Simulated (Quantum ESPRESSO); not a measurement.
## Zn3PdMo3Ta (input and log of a self-consistent run)

Simulated, not a measurement. The program is pw.x of Quantum ESPRESSO 7.5 (plane-wave density functional theory). The cell is made up: eight metal atoms on a face-centred cubic lattice, with elements, volume, strain and displacements drawn at random and not relaxed, so it may be unstable or far from any real phase. PseudoDojo standard norm-conserving files set the functional (PBE unless stated); there is no spin polarisation or spin-orbit coupling, the Fermi-Dirac width of 0.25 eV means electrons at about 2900 K, and the masses in the input are unused placeholders. Heavy elements are run without spin-orbit coupling, which real alloys of them have. A spin test at this wide smearing found no moment, but such smearing suppresses magnetism that the real alloy may have.

Input:

```
&control calculation='scf', pseudo_dir='./dojo.nc.sr.pbe.v0_5.standard.upf', outdir='./o', disk_io='minimal', tprnfor=.true., tstress=.true. /
&system ibrav=0, nat=8, ntyp=4, nbnd=81, ecutwfc=84.00895049, nosym=.true., tot_charge=0,
 occupations='smearing', smearing='fd', degauss=0.0183746611
/
&electrons conv_thr=1.470e-08, electron_maxstep=70, mixing_beta=0.5 /
ATOMIC_SPECIES
Mo 1.0 Mo.upf
Pd 1.0 Pd.upf
Ta 1.0 Ta.upf
Zn 1.0 Zn.upf
CELL_PARAMETERS angstrom
0.0166 0.0238 -4.0367
-4.0587 -0.0168 0.0166
2.0546 8.0386 1.9625
ATOMIC_POSITIONS angstrom
Zn -0.0283 -0.0018 -0.0593
Pd -1.8938 1.9454 -0.0829
Zn -0.008 4.0463 -0.0093
Mo -1.8864 6.082 0.0276
Zn -1.9859 -0.0936 -1.9368
Mo -0.0109 2.1081 -2.0693
Ta -1.9576 3.9937 -1.9849
Mo 0.31 6.0248 -1.9702
K_POINTS automatic
6 6 3 1 1 1
```

The log is shortened where brackets say so; the opening notice, blank lines, dates and the lines on written files are dropped, and the path of the files is cut. It prints rydbergs, bohrs and kilobars, and counts compression as positive stress. Its total energy is the free energy E - TS of the whole cell.

```
     Program PWSCF v.7.5
     Parallel version (MPI & OpenMP), running on       4 processor cores
     Number of MPI processes:                 4
     Threads/MPI process:                     1
     [start-up lines left out]
     bravais-lattice index     =            0
     lattice parameter (alat)  =       7.6285  a.u.
     unit-cell volume          =     889.0980 (a.u.)^3
     number of atoms/cell      =            8
     number of atomic types    =            4
     number of electrons       =       133.00
     number of Kohn-Sham states=           81
     kinetic-energy cutoff     =      84.0090  Ry
     charge density cutoff     =     336.0358  Ry
     scf convergence threshold =      1.5E-08
     mixing beta               =       0.5000
     number of iterations used =            8  plain     mixing
     Exchange-correlation= PBE
                           (   1   4   3   4   0   0   0)
     [axes and pseudopotential details left out]
   Cartesian axes
     site n.     atom                  positions (alat units)
         1        Zn     tau(   1) = (  -0.0070105  -0.0004459  -0.0146898  )
         2        Pd     tau(   2) = (  -0.4691335   0.4819159  -0.0205360  )
         3        Zn     tau(   3) = (  -0.0019818   1.0023523  -0.0023038  )
         4        Mo     tau(   4) = (  -0.4673003   1.5066373   0.0068371  )
         5        Zn     tau(   5) = (  -0.4919485  -0.0231867  -0.4797855  )
         6        Mo     tau(   6) = (  -0.0027002   0.5222200  -0.5126085  )
         7        Ta     tau(   7) = (  -0.4849380   0.9893222  -0.4917008  )
         8        Mo     tau(   8) = (   0.0767934   1.4924677  -0.4880593  )
     number of k points=    54  Fermi-Dirac smearing, width (Ry)=  0.0184
                       cart. coord. in units 2pi/alat
        k(    1) = (  -0.0837418   0.1253487  -0.0829408), wk =   0.0370370
        k(    2) = (  -0.0823647  -0.2093080  -0.0849083), wk =   0.0370370
     [further k points left out]
     Dense  grid:    92545 G-vectors     FFT dimensions: (  45,  45,  96)
     Estimated max dynamical RAM per process >     375.19 MB
     Estimated total dynamical RAM >       1.40 GB
     Initial potential from superposition of free atoms
     starting charge     132.9942, renormalised to     133.0000
     Starting wfcs are   79 randomized atomic wfcs +    2 random wfcs
     total cpu time spent up to now is        5.0 secs
     per-process dynamical memory:   296.7 Mb
     Self-consistent Calculation
     iteration #  1     ecut=    84.01 Ry     beta= 0.50
     Davidson diagonalization with overlap
     ethr =  1.00E-02,  avg # of iterations =  3.0
     total cpu time spent up to now is       18.1 secs
     total energy              =   -2071.41181091 Ry
     estimated scf accuracy    <       8.82780729 Ry
     iteration #  2     ecut=    84.01 Ry     beta= 0.50
     Davidson diagonalization with overlap
     ethr =  6.64E-03,  avg # of iterations =  4.1
     total cpu time spent up to now is       35.2 secs
     total energy              =   -2068.55229991 Ry
     estimated scf accuracy    <     125.50720744 Ry
     iteration #  3     ecut=    84.01 Ry     beta= 0.50
     Davidson diagonalization with overlap
     ethr =  6.64E-03,  avg # of iterations =  5.6
     total cpu time spent up to now is       53.2 secs
     total energy              =   -2075.39426613 Ry
     estimated scf accuracy    <      25.07905567 Ry
     iteration #  4     ecut=    84.01 Ry     beta= 0.50
     Davidson diagonalization with overlap
     ethr =  6.64E-03,  avg # of iterations =  2.0
     total cpu time spent up to now is       65.9 secs
     total energy              =   -2077.06767077 Ry
     estimated scf accuracy    <       7.54125999 Ry
     iteration #  5     ecut=    84.01 Ry     beta= 0.50
     Davidson diagonalization with overlap
     ethr =  5.67E-03,  avg # of iterations =  1.0
     total cpu time spent up to now is       77.4 secs
     total energy              =   -2077.03454482 Ry
     estimated scf accuracy    <       2.65030959 Ry
     [iterations 6 to 13 left out]
     iteration # 14     ecut=    84.01 Ry     beta= 0.50
     Davidson diagonalization with overlap
     ethr =  1.28E-08,  avg # of iterations =  2.0
     total cpu time spent up to now is      188.0 secs
     total energy              =   -2077.05188211 Ry
     estimated scf accuracy    <       0.00000806 Ry
     iteration # 15     ecut=    84.01 Ry     beta= 0.50
     Davidson diagonalization with overlap
     ethr =  6.06E-09,  avg # of iterations =  1.0
     total cpu time spent up to now is      199.0 secs
     total energy              =   -2077.05188254 Ry
     estimated scf accuracy    <       0.00000106 Ry
     iteration # 16     ecut=    84.01 Ry     beta= 0.50
     Davidson diagonalization with overlap
     ethr =  7.93E-10,  avg # of iterations =  2.0
     total cpu time spent up to now is      211.2 secs
     total energy              =   -2077.05188264 Ry
     estimated scf accuracy    <       0.00000041 Ry
     iteration # 17     ecut=    84.01 Ry     beta= 0.50
     Davidson diagonalization with overlap
     ethr =  3.10E-10,  avg # of iterations =  1.1
     total cpu time spent up to now is      222.3 secs
     total energy              =   -2077.05188267 Ry
     estimated scf accuracy    <       0.00000006 Ry
     iteration # 18     ecut=    84.01 Ry     beta= 0.50
     Davidson diagonalization with overlap
     ethr =  4.59E-11,  avg # of iterations =  2.0
     total cpu time spent up to now is      234.3 secs
     End of self-consistent calculation
     [lines on levels left out]
!    total energy              =   -2077.05188267 Ry
     estimated scf accuracy    <          6.7E-09 Ry
     smearing contrib. (-TS)   =      -0.10619601 Ry
     internal energy E=F+TS    =   -2076.94568666 Ry
     The total energy is F=E-TS. E is the sum of the following terms:
     one-electron contribution =   -1059.76167798 Ry
     hartree contribution      =     590.98416568 Ry
     xc contribution           =    -268.23319280 Ry
     ewald contribution        =   -1339.93498156 Ry
     convergence has been achieved in  18 iterations
     Forces acting on atoms (cartesian axes, Ry/au):
     atom    1 type  4   force =     0.02537847    0.02363201    0.01564523
     atom    2 type  2   force =    -0.02057133   -0.00284584    0.01319537
     atom    3 type  4   force =     0.01961071   -0.00685998    0.00790915
     atom    4 type  1   force =    -0.01965812   -0.00323121   -0.01107853
     atom    5 type  4   force =    -0.00169718    0.03545357   -0.00784280
     atom    6 type  1   force =     0.02704746   -0.01715620    0.00092125
     atom    7 type  3   force =    -0.00547776   -0.01401248   -0.01518903
     atom    8 type  1   force =    -0.02463227   -0.01497987   -0.00356064
     Total force =     0.081948     Total SCF correction =     0.000134
     Computing stress (Cartesian axis) and pressure
          total   stress  (Ry/bohr**3)                   (kbar)     P=      -67.42
  -0.00052967  -0.00004217   0.00002622          -77.92       -6.20        3.86
  -0.00004217  -0.00035146   0.00003754           -6.20      -51.70        5.52
   0.00002622   0.00003754  -0.00049388            3.86        5.52      -72.65
     init_run     :      4.75s CPU      4.97s WALL (       1 calls)
     electrons    :    223.69s CPU    229.29s WALL (       1 calls)
     forces       :      1.89s CPU      1.90s WALL (       1 calls)
     stress       :      6.57s CPU      6.57s WALL (       1 calls)
     [timing details left out]
     PWSCF        :   3m56.98s CPU   4m 2.87s WALL
     JOB DONE.
```

In other units: free energy -28259.731 eV for the cell, pressure -6.74 GPa, largest force component 0.912 eV/Å in size. The run took 245 s of wall time with four MPI processes on a shared machine (Intel Xeon, 2023 or later, virtual cores), so the time is rough. A rerun of this cell at a higher cutoff and on a denser mesh moved values by no more than 0.004 eV in energy, 0.07 GPa in stress and 0.007 eV/Å in force, and a second program with other atomic files agreed on that cell to 2 % rms in force and 0.5 GPa in pressure.